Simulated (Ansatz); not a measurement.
Level of theory: DFT, PBEsol, plane waves (420 eV) with PAW, scalar-relativistic in Ansatz. (PAW data from PBE, frozen cores regenerated.)

An element in the omega (AlB2-type) structure gives this curve. The cell is scaled uniformly from the relaxed one, with fractional coordinates and shape fixed. Energies are extrapolated to zero smearing, pressures are those at the given smearing. Magnetic state: spin not included.

```tsv
V (Å³/atom)	E − E₀ (meV/atom)	P (GPa)
10.134	107.3	28.32
10.594	43.6	16.54
11.055	10.0	7.29
11.516	0.0	0.01
11.976	8.6	-5.71
12.437	31.8	-10.20
12.898	66.4	-13.70
```

**Question.** Which element is it?
A. copper
B. iron
C. ruthenium
D. cobalt

**Answer.** A. Its fit is V₀ = 11.52 Å³/atom, B₀ = 161 GPa, B₀′ = 5.0.
